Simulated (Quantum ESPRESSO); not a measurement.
## InWScTi3Hf2 (a curve over one atom's position)

Computed values, not a measurement. The program is pw.x of Quantum ESPRESSO 7.5 (plane-wave density functional theory). The cell is made up: eight metal atoms on a hexagonal close-packed lattice, with elements, volume, strain and displacements drawn at random and not relaxed, so it may be unstable or far from any real phase. PseudoDojo standard norm-conserving files set the functional (PBE unless stated); there is no spin polarisation or spin-orbit coupling, the Fermi-Dirac width of 0.25 eV means electrons at about 2900 K, and the masses in the input are unused placeholders. Heavy elements are run without spin-orbit coupling, which real alloys of them have. A spin test at this wide smearing found no moment, but such smearing suppresses magnetism that the real alloy may have.

Seven runs move atom 5 (Ti, counted in the order of the input) along x and keep all else fixed.

Input of the run at +0.0089:

```
&control calculation='scf', pseudo_dir='./dojo.nc.sr.pbe.v0_5.standard.upf', outdir='./o', disk_io='minimal', tprnfor=.true., tstress=.true. /
&system ibrav=0, nat=8, ntyp=5, nbnd=66, ecutwfc=84.00895049, nosym=.true., tot_charge=0,
 occupations='smearing', smearing='fd', degauss=0.0183746611
/
&electrons conv_thr=1.470e-08, electron_maxstep=70, mixing_beta=0.5 /
ATOMIC_SPECIES
Hf 1.0 Hf.upf
In 1.0 In.upf
Sc 1.0 Sc.upf
Ti 1.0 Ti.upf
W 1.0 W.upf
CELL_PARAMETERS angstrom
-2.9281 -0.0493 -0.0314
0.0335 5.1426 -4.786
-0.1374 -5.2447 -4.8928
ATOMIC_POSITIONS angstrom
In -0.1059 -0.0546 -0.0157
W -0.0195 1.7664 -2.233
Sc -0.0964 0.0063 -4.8525
Ti -0.0475 1.6215 -7.2923
Ti -1.4777 -0.8399 -2.3373
Hf -1.4956 -2.5939 -4.9444
Ti -1.4999 -1.0864 -7.2365
Hf -1.4793 2.5734 -4.7649
K_POINTS automatic
8 4 3 1 1 1
```

| shift of atom 5 along x (Å) | free energy less that of the input shown (eV) | Fx on atom 5 (eV/Å) | Fy on atom 5 (eV/Å) | Fz on atom 5 (eV/Å) | pressure (GPa) | iterations |
| --- | --- | --- | --- | --- | --- | --- |
| -0.1310 | -0.0010 | 0.143 | -0.002 | -0.855 | 11.09 | 20 |
| -0.0684 | -0.0057 | 0.007 | 0.014 | -0.833 | 11.08 | 21 |
| -0.0526 | -0.0055 | -0.026 | 0.017 | -0.828 | 11.08 | 21 |
| -0.0122 | -0.0028 | -0.110 | 0.024 | -0.820 | 11.09 | 21 |
| +0.0089 | 0.0000 | -0.153 | 0.026 | -0.817 | 11.10 | 22 |
| +0.0439 | 0.0066 | -0.223 | 0.029 | -0.814 | 11.11 | 21 |
| +0.1388 | 0.0367 | -0.410 | 0.026 | -0.818 | 11.18 | 20 |

A cubic fit gives dFx/dx = -2.04 eV/Å² at zero shift. Across the table the energy follows minus the integral of the force to 0.1 meV. A rerun of one of the cells at a higher cutoff and on a denser mesh moved values by no more than 0.002 eV in energy, 0.02 GPa in stress and 0.007 eV/Å in force, and a second program with other atomic files agreed on that cell to 2 % rms in force and 0.5 GPa in pressure.